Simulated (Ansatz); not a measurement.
BP:
```yaml
crystal:
  lattice:
    - [0.00000, 2.27428, 2.27428]
    - [2.27428, 0.00000, 2.27428]
    - [2.27428, 2.27428, 0.00000]
  atoms:
    - { symbol: P, position: [0.75000, 0.75000, 0.75000] }
    - { symbol: B, position: [0.00000, 0.00000, 0.00000] }
```

x, y and z are the axes in which the lattice vectors are written.

Question: Give the high-frequency dielectric tensor and the Born effective charge tensors of the independent atoms from DFPT, PBE in the plane-wave PAW code Ansatz.

Answer: 
ε∞:
```
9.16  0.00  0.00
0.00  9.16  0.00
0.00  0.00  9.16
```
Z* of atom 1 (P), rows: field, columns: displacement, in e:
```
0.49  0.00  0.00
0.00  0.49  0.00
0.00  0.00  0.49
```
Z* of atom 2 (B), rows: field, columns: displacement, in e:
```
-0.49   0.00   0.00
 0.00  -0.49   0.00
 0.00   0.00  -0.49
```

Static charges for comparison (Bader): P1 -0.46, B2 +0.46 e. Born charges measure polarisation by displacement and can exceed these by far.

Space group F-43m (zinc blende). The PBE relaxation kept the symmetry of its start.

Potentials: the later of the program's two PAW sets.
